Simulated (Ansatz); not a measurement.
The cell is an ordered 8-atom cell of Ga4AsN3 on the zincblende lattice (P-43m); cell and atoms were relaxed with r2SCAN. It is cubic, P-43m (No. 215); conventional cell a = 4.800 Å, 13.83 Å³ an atom. N is surrounded by 4 Ga at 2.02 Å; Ga is surrounded by 3 N at 2.02 Å and 1 As at 2.27 Å; As is surrounded by 4 Ga at 2.27 Å.

```xyz
8
Lattice="4.8003 0.0000 0.0000 0.0000 4.8003 0.0000 0.0000 0.0000 4.8003" Properties=species:S:1:pos:R:3 pbc="T T T"
N     2.4001    0.0000    0.0000
Ga    1.0896    3.7107    3.7107
N     0.0000    2.4001    0.0000
Ga    3.7107    1.0896    3.7107
N     0.0000    0.0000    2.4001
Ga    3.7107    3.7107    1.0896
As    2.4001    2.4001    2.4001
Ga    1.0896    1.0896    1.0896
```

The questions ask for values computed with the plane-wave code Ansatz on this geometry. Note: simulated data, non-magnetic, for a generated structure that need not be the stable one.

Given (6×6×6 mesh): r2SCAN gives a gap of zero: filled and empty bands touch at Γ.

Task: Estimate the gap with PBE on 6×6×6.

Result: PBE gives no gap: the lowest nominally empty band dips 0.03 eV below the top of the last filled one (its bottom at Γ–R (0.10 of the way from Γ), the top at Γ), so the cell is a metal or semimetal at this level.

Task: How does the gap change from r2SCAN to PBE+SOC (6×6×6)?

Result: PBE+SOC gives no gap: the lowest nominally empty band dips 0.04 eV below the top of the last filled one (its bottom at Γ–R (0.10 of the way from Γ), the top at Γ), so the cell is a metal or semimetal at this level. Spin-orbit coupling itself accounts for -0.003 eV.

Task: What do these levels agree on?

Result: No level opens a gap, but no hybrid is among them, and semilocal functionals can close a real gap.

Only the levels marked +SOC include spin-orbit coupling.
